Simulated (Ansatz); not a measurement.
LaFeO3 (cubic perovskite, space group No. 221) under volume change, PBEsol in the plane-wave PAW code Ansatz, scaled uniformly.

| V (Å³/atom) | E − E(relaxed) (meV/atom) | P (GPa) |
|---|---|---|
| 10.013 | 63.7 | 22.30 |
| 10.343 | 26.4 | 13.95 |
| 10.673 | 5.9 | 6.16 |
| 11.003 | 0.0 | 0.00 |
| 11.333 | 5.2 | -4.81 |
| 11.663 | 19.3 | -8.77 |
| 11.993 | 41.3 | -12.53 |

Question: What does a third-order Birch–Murnaghan fit give for V₀, B₀ and B′?

Answer: V₀ = 11.02 Å³/atom, B₀ = 183 GPa, B′ = 5.2.

Space group Pm-3m (cubic perovskite). The workflow started from an entry of the Crystallography Open Database (COD), which files this formula under 3 space groups. Its standing as an ambient phase is unchecked. The cell was relaxed with PBEsol under the symmetry of its start; whether a distortion lowers the energy is not shown. The final state is ferromagnetic, chosen from 4 collinear starts compared on coarse meshes (ties went to the first, and starts can fall back to one state), not a proven ground state. No Hubbard U is applied. Spin–orbit coupling is left out wherever it is not named.

Potentials: the later of the program's two PAW sets.
